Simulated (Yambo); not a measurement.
**RbBH₄: sweep of GW parameters**

G0W0@LDA for RbBH4 (space group F-43m, No. 216) in Yambo. Reference settings: 4×4×4 Γ-centred k mesh, 143 bands and a 8 Ry block in the screening, 143 bands in G with the Bruneval-Gonze terminator, plasmon pole fitted at 27.2 eV. The LDA gap Γ → X on this mesh is 5.63 eV; G0W0 gaps are taken between the same points.

```
change from the reference                                  G0W0 gap Γ → X (eV)  shift of the valence edge (eV)        rough Yambo cost
---------------------------------------------------------  -------------------  ------------------------------  ----------------------
reference settings                                                        8.91                           -2.09                       1
27 bands in W, 27 bands in G                                              8.91                           -1.67               about 1/5
wavefunctions cut at 20 Ry                                                8.91                           -2.08               about 1/2
27 bands in W, 27 bands in G, 5 Ry block                                  8.88                           -1.65               about 1/7
74 bands in W, 74 bands in G, 3 Ry block                                  8.64                           -1.77               about 1/3
74 bands in W, 74 bands in G, 6 Ry block                                  8.84                           -1.94               about 1/3
109 bands in W, 109 bands in G, 3 Ry block                                8.62                           -1.81               about 1/2
3 Ry block                                                                8.62                           -1.82  within a factor of two
2×2×2 mesh                                                                8.85                           -2.02              about 1/10
27 bands in W, 27 bands in G, 3 Ry block, no terminator                   8.75                           -1.38               about 1/9
47 bands in W, 47 bands in G, 3 Ry block, no terminator                   8.64                           -1.58               about 1/4
109 bands in W, 109 bands in G, 3 Ry block, no terminator                 8.60                           -1.78               about 1/2
74 bands in W, 74 bands in G, no terminator                               8.79                           -1.80               about 1/2
3 Ry block, no terminator                                                 8.61                           -1.81  within a factor of two
no terminator                                                             8.88                           -2.02  within a factor of two
```

The reference isn't shown to be the converged limit. Costs are rough (shared machines), scaled to the same edge states, and given only for runs that recompute the screening.

Geometry of the Materials Project entry, not relaxed at this level; primitive cell a = b = c = 4.8836 Å, α = β = γ = 60.00°.

The structure is a Materials Project entry; no match was found in the copy of COD used, and its stability was not checked.

A shift is the quasiparticle energy of the state minus its LDA energy.
